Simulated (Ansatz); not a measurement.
**Pt3Te4: changing the functional**

```
Pt Te
1.0
     1.99400    1.15124   11.79667
    -1.99400    1.15124   11.79667
     0.00000   -2.30247   11.79667
Pt Te
3 4
Direct
  0.85400 0.85400 0.85400
  0.14600 0.14600 0.14600
  0.00000 0.00000 0.00000
  0.70500 0.70500 0.70500
  0.29500 0.29500 0.29500
  0.55700 0.55700 0.55700
  0.44300 0.44300 0.44300
```

Kept alike: task band structure; k mesh 8 × 8 × 8; occupations fermi-dirac, width 0.05 eV; no spin polarisation. Program: Ansatz, Ansatz PAW. Cutoffs run from 420 to 500 eV. The mesh is that of the run's cell of 7 atoms. No spin-orbit coupling.

| functional | pressure (GPa) |
| --- | --- |
| LDA | -3.51 |
| PBEsol | -1.22 |
| r2SCAN | 1.68 |

Pressure is positive in compression, with a Pulay correction for the finite cutoff. For a metal such a mesh leaves the last digits unconverged. All rows use potentials made for PBE.

**Question.** What does the functional change here?

**Answer.** The pressure runs from -3.51 (LDA) to 1.68 GPa (r2SCAN). A positive pressure means that the functional's own cell is larger than the one given, a negative one that it is smaller.
